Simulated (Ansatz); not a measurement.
Ansatz (a first-principles code) input:

Ansatz 0.2 input:
```yaml
crystal:
  lattice:
    - [3.950453609, 0.0, 0.0]
    - [0.0, 3.950453609, 0.0]
    - [0.0, 0.0, 3.950453609]
  atoms:
    - { symbol: Nb, position: [0.0, 0.0, 0.0] }
    - { symbol: Ag, position: [0.5, 0.5, 0.5] }
    - { symbol: O, position: [0.5, 0.0, 0.0] }
    - { symbol: O, position: [0.0, 0.5, 0.0] }
    - { symbol: O, position: [0.0, 0.0, 0.5] }
kpoints:
  mp_grid: { grid: [4, 4, 4] }
hamiltonian:
  xc: hse06
  pseudopotentials: { kind: paw }
magnetization: { noncollinear: true, spin_orbit: true }
scf:
  n_extra_bands: 12
  occupations: { method: gaussian, width: 0.02 }
output:
  eigenvalues: true
  eigenstates:
    e_range: [-9.0, 12.1]
    kpoints:
      - [0.5, 0.5, 0.0]  # VBM
      - [0.0, 0.5, 0.0]  # CBM
      - [0.0, 0.0, 0.0]  # GAMMA
      - [0.5, 0.5, 0.5]  # R
      - [0.5, 0.5, 0.0]  # M
      - [0.0, 0.5, 0.0]  # X
```

Output (shortened):

```
Pseudopotential: Nb, paw_fr, valence charge 13
Pseudopotential: Ag, paw_fr, valence charge 19
Pseudopotential: O, paw_fr, valence charge 6
Functional definition: HSE06
non-collinear run that drives no moment, with spin-orbit …
Crystal: 5 atoms, lattice volume = 61.651 Å³
Basis set: ecut = 420 eV, 1213 PW (Γ)
Bands: 62, of which v1, the nominal top of the filled ones, is band 50 counted from 1 (49 counted from 0)
Symmetry: 48 space group operations + 48 with time reversal
k-points: 10 of 64
Projection manifold: j_resolved (fully-relativistic pseudo-atomic orbitals)
SCF iter   1: F=—  HF=-13851.540744 eV  |F-HF|=—  |Δ(HF+E_count)|=         —  Δρ=9.31e-2  dr2=5.98e0  dr2_m=0.00e0 (ungated)  ethr=1.00e-1  |M|=0.00e0 ∫|m|=0.00e0 μB  |m|>n=0.0e0 m-floor=0.0e0 τ_xc=0.0e0  β_m=0.30  ⟨swp⟩=4.4  Hψ=2070  notcnv=0
preconditioner: auto → none
iter 2 solved again at ethr=8.87e-4 eV; its pass at ethr=1.20e-2 eV (dr2=4.44e-1 eV) is discarded
SCF iter   2: F=—  HF=-13850.088709 eV  |F-HF|=—  |Δ(HF+E_count)|=    1.45e0  Δρ=4.32e-2  dr2=4.41e-1  dr2_m=0.00e0 (ungated)  ethr=8.87e-4  |M|=0.00e0 ∫|m|=0.00e0 μB  |m|>n=0.0e0 m-floor=0.0e0 τ_xc=0.0e0  β_m=0.31  ⟨swp⟩=3.0  Hψ=2834  notcnv=0  defer=4
SCF iter   3: F=—  HF=-13850.067302 eV  |F-HF|=—  |Δ(HF+E_count)|=   2.14e-2  Δρ=2.55e-2  dr2=1.41e-1  dr2_m=0.00e0 (ungated)  ethr=8.82e-4  |M|=0.00e0 ∫|m|=0.00e0 μB  |m|>n=0.0e0 m-floor=0.0e0 τ_xc=0.0e0  β_m=0.45  ⟨swp⟩=3.1  Hψ=1338  notcnv=0  defer=2
SCF iter   4: F=—  HF=-13850.088314 eV  |F-HF|=—  |Δ(HF+E_count)|=   2.10e-2  Δρ=1.00e-2  dr2=2.45e-2  dr2_m=0.00e0 (ungated)  ethr=2.81e-4  |M|=0.00e0 ∫|m|=0.00e0 μB  |m|>n=0.0e0 m-floor=0.0e0 τ_xc=0.0e0  β_m=0.47  ⟨swp⟩=2.1  Hψ=1242  notcnv=0  defer=2
SCF iter   5: F=-13850.091248 eV  HF=-13850.091223 eV  |F-HF|=2.44e-5  |Δ(HF+E_count)|=   2.91e-3  Δρ=8.98e-4  dr2=1.45e-4  dr2_m=0.00e0 (ungated)  ethr=4.89e-5  |M|=0.00e0 ∫|m|=0.00e0 μB  |m|>n=0.0e0 m-floor=0.0e0 τ_xc=0.0e0  ⟨swp⟩=2.2  Hψ=2570  notcnv=0  defer=4
SCF 1 stopped early in 5 iterations: F = -13850.091248 eV  dr2 = 1.45e-4
Crystal: 5 atoms, lattice volume = 61.651 Å³
Projection manifold: j_resolved (fully-relativistic pseudo-atomic orbitals)
Exchange kernel: α = 0.2500, screened, ω = 0.2079 Å⁻¹, Wigner–Seitz truncation, v(0) = 1033.6384 eV·Å³, q-mesh 4×4×4, nearest image of the exchange supercell L …
Frozen-core exchange: fock
SCF iter   1: F=—  HF=-13849.809204 eV  |F-HF|=—  |Δ(HF+E_count)|=         —  Δρ=1.96e-2  dr2=3.82e-1  dr2_m=0.00e0 (ungated)  ethr=2.89e-6  |M|=0.00e0 ∫|m|=0.00e0 μB  |m|>n=0.0e0 m-floor=0.0e0 τ_xc=0.0e0  β_m=0.30  ⟨swp⟩=5.6  Hψ=2694  notcnv=0
preconditioner: auto → none
SCF iter   2: F=—  HF=-13849.705237 eV  |F-HF|=—  |Δ(HF+E_count)|=   1.04e-1  Δρ=5.40e-3  dr2=1.55e-2  dr2_m=0.00e0 (ungated)  ethr=2.89e-6  |M|=0.00e0 ∫|m|=0.00e0 μB  |m|>n=0.0e0 m-floor=0.0e0 τ_xc=0.0e0  β_m=0.44  ⟨swp⟩=5.0  Hψ=2366  notcnv=0
SCF iter   3: F=—  HF=-13849.727947 eV  |F-HF|=—  |Δ(HF+E_count)|=   2.27e-2  Δρ=2.35e-3  dr2=2.88e-3  dr2_m=0.00e0 (ungated)  ethr=2.89e-6  |M|=0.00e0 ∫|m|=0.00e0 μB  |m|>n=0.0e0 m-floor=0.0e0 τ_xc=0.0e0  β_m=0.44  ⟨swp⟩=4.0  Hψ=2000  notcnv=0
SCF iter   4: F=—  HF=-13849.727338 eV  |F-HF|=—  |Δ(HF+E_count)|=   6.08e-4  Δρ=9.22e-4  dr2=2.62e-4  dr2_m=0.00e0 (ungated)  ethr=2.89e-6  |M|=0.00e0 ∫|m|=0.00e0 μB  |m|>n=0.0e0 m-floor=0.0e0 τ_xc=0.0e0  β_m=0.62  ⟨swp⟩=3.0  Hψ=1326  notcnv=0
SCF iter   5: F=—  HF=-13849.727760 eV  |F-HF|=—  |Δ(HF+E_count)|=   4.22e-4  Δρ=4.04e-4  dr2=7.82e-5  dr2_m=0.00e0 (ungated)  ethr=4.44e-7  |M|=0.00e0 ∫|m|=0.00e0 μB  |m|>n=0.0e0 m-floor=0.0e0 τ_xc=0.0e0  β_m=0.62  ⟨swp⟩=3.6  Hψ=1474  notcnv=0
SCF iter   6: F=-13849.727734 eV  HF=-13849.727742 eV  |F-HF|=8.60e-6  |Δ(HF+E_count)|=   1.79e-5  Δρ=1.22e-4  dr2=1.23e-5  dr2_m=0.00e0 (ungated)  ethr=1.50e-7  |M|=0.00e0 ∫|m|=0.00e0 μB  |m|>n=0.0e0 m-floor=0.0e0 τ_xc=0.0e0  ⟨swp⟩=3.0  Hψ=1276  notcnv=0
SCF 2 stopped early in 6 iterations: F = -13849.727734 eV  dr2 = 1.23e-5
hybrid outer 1: dexx = +2.989e-2 eV, tail = 9.43e-5 eV
Crystal: 5 atoms, lattice volume = 61.651 Å³
Projection manifold: j_resolved (fully-relativistic pseudo-atomic orbitals)
Exchange kernel: α = 0.2500, screened, ω = 0.2079 Å⁻¹, Wigner–Seitz truncation, v(0) = 1033.6384 eV·Å³, q-mesh 4×4×4, nearest image of the exchange supercell L …
Frozen-core exchange: fock
SCF iter   1: F=—  HF=-13849.727199 eV  |F-HF|=—  |Δ(HF+E_count)|=         —  Δρ=1.15e-4  dr2=8.30e-6  dr2_m=0.00e0 (ungated)  ethr=9.43e-7  |M|=0.00e0 ∫|m|=0.00e0 μB  |m|>n=0.0e0 m-floor=0.0e0 τ_xc=0.0e0  β_m=0.30  ⟨swp⟩=4.8  Hψ=1458  notcnv=0
preconditioner: auto → none
iter 2 solved again at ethr=5.10e-10 eV; its pass at ethr=1.23e-8 eV (dr2=2.55e-7 eV) is discarded
SCF iter   2: F=—  HF=-13849.727198 eV  |F-HF|=—  |Δ(HF+E_count)|=   1.02e-6  Δρ=3.98e-5  dr2=5.75e-7  dr2_m=0.00e0 (ungated)  ethr=5.10e-10  |M|=0.00e0 ∫|m|=0.00e0 μB  |m|>n=0.0e0 m-floor=0.0e0 τ_xc=0.0e0  β_m=0.65  ⟨swp⟩=2.4  Hψ=2644  notcnv=0
SCF iter   3: F=—  HF=-13849.727200 eV  |F-HF|=—  |Δ(HF+E_count)|=   1.70e-6  Δρ=2.13e-5  dr2=1.69e-7  dr2_m=0.00e0 (ungated)  ethr=5.10e-10  |M|=0.00e0 ∫|m|=0.00e0 μB  |m|>n=0.0e0 m-floor=0.0e0 τ_xc=0.0e0  β_m=0.65  ⟨swp⟩=4.2  Hψ=1732  notcnv=0
SCF iter   4: F=-13849.727199 eV  HF=-13849.727199 eV  |F-HF|=1.61e-8  |Δ(HF+E_count)|=   4.12e-8  Δρ=8.33e-6  dr2=2.06e-8  dr2_m=0.00e0 (ungated)  ethr=2.77e-10  |M|=0.00e0 ∫|m|=0.00e0 μB  |m|>n=0.0e0 m-floor=0.0e0 τ_xc=0.0e0  ⟨swp⟩=3.0  Hψ=1328  notcnv=0
SCF 3 converged in 4 iterations: F = -13849.727199 eV  dr2 = 2.06e-8
hybrid outer 2: dexx = +1.676e-6 eV, tail = 8.83e-8 eV, Δε = 5.49e-3 eV (about 1.98e-4 eV left of the loop's levels)
NSCF: frozen V_eff on 6 k-points
hybrid SCF converged: 2 outer / 10 inner (+5 warm-up), last move |dexx| = 1.68e-6 eV, tail = 8.83e-8 eV
Stability not checked (fock_operator)
Magnetization: |M| = 0.0000 μB,  M = (+0.0000, +0.0000, +0.0000) μB
Absolute magnetization: 0.0000 μB (∫|m|)
  site 0: m = (+0.0000, +0.0000, +0.0000) μB, |m| = 0.0000 μB  (R = 0.81 Å)
  site 1: m = (+0.0000, +0.0000, +0.0000) μB, |m| = 0.0000 μB  (R = 1.15 Å)
  site 2: m = (+0.0000, +0.0000, +0.0000) μB, |m| = 0.0000 μB  (R = 0.81 Å)
  site 3: m = (+0.0000, +0.0000, +0.0000) μB, |m| = 0.0000 μB  (R = 0.81 Å)
  site 4: m = (+0.0000, +0.0000, +0.0000) μB, |m| = 0.0000 μB  (R = 0.81 Å)
Free energy (F): -13849.727199 eV
Frozen-core exchange: fock
Harris-Foulkes:  -13849.727199 eV  (|F-HF|=1.61e-8)
Internal energy: -13849.727199 eV  (E = F + TS)
E sigma→0 (E₀):  -13849.727199 eV
Fermi energy:    11.219712 eV
--- Per-component energies (eV) ---
  E_band       = -528.950296
  E_kinetic    = 1451.878517
  E_local      = -4244.668768  (includes V_loc(G=0)·N_el)
  E_nonlocal   = 336.257287
  E_hartree    = 1701.114539
  E_xc         = -464.256456
  E_vxc        = -577.628180  (∫ρ·V_xc dr)
  E_exx        = -174.740358  (= α·E_x^exact, valence–valence)
  E_paw        = -7395.790199  (= ΣΔE_a)
  E_vpaw       = -547.551445  (= ΣTr[D̂ρ^β])
  E_aug_tail   = 0.007476  (compensation charges beyond the density's cutoff)
  E_ewald      = -5058.466335
  E_core_change = -1.062902  (= ΣΔE_core)
  E_smearing   =  0.000000  (= −TS)
  E_closure    =  0.000000  (closes the sum)
  Σ components = -13849.727199   (vs F -13849.727199, Δ=0.00e0)
  [band-id]    e_kinetic+e_local+e_nonlocal+2·e_hartree+e_vxc+2·e_exx+e_vpaw+e_augmentation_tail = -528.956751   (vs E_band -528.950296, Δ=-6.45e-3)
--- Band table (eV; the first three rows and the last of 10) ---
  k-point 0: bands = ["-83.1980", "-83.1980", "-49.0223", "-49.0223", "-48.6802", "-48.6802", "-43.8768", "-43.8768", "-43.8768", "-43.8768", "-24.8215", "-24.8215", "-22.6875", "-22.6875", "-22.6875", "-22.6875", "-9.5963", "-9.5963", "-9.0277", "-9.0277", …
  k-point 1: bands = ["-83.1979", "-83.1979", "-49.0226", "-49.0226", "-48.6787", "-48.6787", "-43.8775", "-43.8775", "-43.8768", "-43.8768", "-24.8436", "-24.8436", "-22.7565", "-22.7565", "-22.6823", "-22.6823", "-9.4252", "-9.4252", "-9.0124", "-9.0124", …
  k-point 2: bands = ["-83.1979", "-83.1979", "-49.0228", "-49.0228", "-48.6771", "-48.6771", "-43.8781", "-43.8781", "-43.8767", "-43.8767", "-24.8669", "-24.8669", "-22.8216", "-22.8216", "-22.6772", "-22.6772", "-9.3519", "-9.3519", "-8.9970", "-8.9970", …
  k-point 9: bands = ["-83.1978", "-83.1978", "-49.0232", "-49.0232", "-48.6712", "-48.6712", "-43.8784", "-43.8784", "-43.8784", "-43.8784", "-24.9469", "-24.9469", "-22.8767", "-22.8767", "-22.8767", "-22.8767", "-7.9208", "-7.9208", "-7.7161", "-7.7161", …
```

Cost: very roughly 7 core-minutes on shared cores.

The points marked VBM and CBM come from a semilocal run.

Space group Pm-3m (cubic perovskite). The first step of the workflow began from a Materials Project structure, measured or hypothetical; the Crystallography Open Database copy checked does not list it. COD files the formula under space group No. 57, so this cell is another polymorph or a model. Its standing as an ambient phase is unchecked. The cell was relaxed with HSE06 under the symmetry of its start; its stability against distortions is not shown here. No spin polarisation was allowed.

Potentials: the later of the program's two PAW sets.

Ansatz is a plane-wave DFT program.
